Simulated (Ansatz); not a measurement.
# NaCl: computed property card

NaCl:
```
CELL_PARAMETERS angstrom
      6.68595     0.00000     0.00000
     -3.34297     5.79020     0.00000
      0.00000     0.00000     7.01605
ATOMIC_POSITIONS crystal
  Na 0.00000 0.66677 0.50000
  Na 0.66677 0.00000 0.50000
  Na 0.33323 0.33323 0.50000
  Na 0.00000 0.33343 0.00000
  Na 0.33343 0.00000 0.00000
  Na 0.66657 0.66657 0.00000
  Cl 0.66667 0.33333 0.25003
  Cl 0.66667 0.33333 0.74997
  Cl 0.33333 0.66667 0.25003
  Cl 0.33333 0.66667 0.74997
  Cl 0.00000 0.00000 0.75006
  Cl 0.00000 0.00000 0.24994
```

Space group P6_3/mmc (No. 194), NiAs type; conventional cell a = 3.860 Å, b = 3.860 Å, c = 7.016 Å, α = 90.00°, β = 90.00°, γ = 120.00°.

Method: r²SCAN in the plane-wave PAW code Ansatz. The cell and atoms are relaxed at this level. Other levels are named where they apply.

Cell and energy:

* **Volume per atom**: 22.63 Å³
* **Density**: 2.14 g/cm³
* **Formation energy from the elements (no fitted shifts)**: -1.98 eV/atom

Electronic structure:

- Band gap: 5.24 eV (direct)
- Valence-band maximum: at Γ
- Conduction-band minimum: at Γ
- Electron effective mass: 0.41 mₑ (isotropic)
- HSE06 gap on the r²SCAN cell: 5.86 eV

Mechanics:

Bulk modulus (Birch–Murnaghan fit): 25.8 GPa
Pressure derivative B′: 4.6
Mechanical stability: stable (all eigenvalues of C positive)
Hill bulk and shear moduli: 26.1 and 14.0 GPa
Young's modulus: 35.6 GPa
Poisson's ratio: 0.27
Debye temperature from the elastic constants: 299 K

Charges:

- Bader charges: Na +0.89, Cl -0.89 e

The first step of the workflow began from a Materials Project structure, measured or hypothetical; the Crystallography Open Database copy checked does not list it. It is not the phase usual at ambient conditions (space group No. 225). The r²SCAN relaxation kept the symmetry of its start; its stability against distortions is not shown here. Point labels and valley counts follow the cell and symmetry of the run, lower than the named group. The references are the lowest solids computed at this level, not always the standard phases (solids in place of the gases).

Potentials: the earlier of the program's two PAW sets.
